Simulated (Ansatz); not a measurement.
## Structure optimisation: tin, A15

Method: Ansatz 0.2.0, DFT, LDA (PW92), plane waves (420 eV) with PAW, scalar-relativistic. The PAW files were generated under PBE, with cores re-solved for the functional.

k-point mesh 4×4×4, Fermi-Dirac smearing 0.1 eV, no spin polarisation. Cell and atoms relax.

Starting structure:

```xyz
8
Lattice="6.0757 0.0000 0.0000 0.0000 6.0757 0.0000 0.0000 0.0000 6.0757" Properties=species:S:1:pos:R:3 pbc="T T T"
Sn    0.0000    0.0000    0.0000
Sn    3.0378    3.0378    3.0378
Sn    1.5189    0.0000    3.0378
Sn    4.5568    0.0000    3.0378
Sn    3.0378    1.5189    0.0000
Sn    3.0378    4.5568    0.0000
Sn    0.0000    3.0378    1.5189
Sn    0.0000    3.0378    4.5568
```

Problem. The pressure at the start is -2.8 GPa. By how much does the volume change?

Solution. From 28.03 to 26.43 Å³ per atom, -5.7 %. The final cell has a = 5.957 Å.

Problem. How much energy does the relaxation gain?

Solution. 14.6 meV per atom.

Path of the relaxation (the plane waves are chosen anew near the end, which can shift the energy a little):

| step | E − E(final) (meV/atom) | V (Å³/atom) | P (GPa) | max force (eV/Å) |
| --- | --- | --- | --- | --- |
| 0 | 14.62 | 28.035 | -2.76 | 0.000 |
| 1 | 1.21 | 25.942 | 1.04 | 0.000 |
| 2 | -0.23 | 26.482 | -0.11 | 0.000 |
| 3 | -0.25 | 26.429 | 0.00 | 0.000 |
| 4 | 0.00 | 26.429 | 0.00 | 0.000 |
